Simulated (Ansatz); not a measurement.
LaC:
```
CELL_PARAMETERS angstrom
      0.00000     2.67475     2.67475
      2.67475     0.00000     2.67475
      2.67475     2.67475     0.00000
ATOMIC_POSITIONS crystal
  La 0.00000 0.00000 0.00000
  C  0.50000 0.50000 0.50000
```

Relaxed with PBEsol. Special points in fractions of this cell's reciprocal vectors: Γ (0.000, 0.000, 0.000); X (0.500, 0.000, 0.500); U (0.625, 0.250, 0.625); K (0.375, 0.375, 0.750); L (0.500, 0.500, 0.500); W (0.500, 0.250, 0.750).

### Question
List the band energies nearest the Fermi level at these points for the program Ansatz at the PBEsol with spin–orbit coupling level (PAW).

### Answer
In eV from the Fermi level; about four levels below and three above (degenerate sets whole), none deeper than 8.9 eV; points with the same levels are listed once.

```json
[
 {"k": "Γ", "below": "-8.71 -8.71", "above": "0.41 0.41 0.48 0.48 0.48 0.48"},
 {"k": "X", "below": "-8.71 -8.71 -0.10 -0.10", "above": "0.48 0.48 0.82 0.82"},
 {"k": "U", "below": "-0.93 -0.93 -0.30 -0.30", "above": "0.43 0.43 1.82 1.82"},
 {"k": "L", "below": "-1.49 -1.49 -1.46 -1.46", "above": "3.34 3.34 3.60 3.60"},
 {"k": "W", "below": "-1.24 -1.24 -0.02 -0.02", "above": "0.33 0.33 2.78 2.78"}
]
```

Space group Fm-3m (rock salt). The start of the workflow was typed in or built on a structure type; neither database checked (COD, Materials Project) lists it. Its standing as an ambient phase is unchecked. The cell was relaxed with PBEsol under the symmetry of its start. At this level the phase is dynamically unstable (imaginary phonons). Its formation energy is positive at this level, so the cell may be metastable or incomplete.

Potentials: the later of the program's two PAW sets.
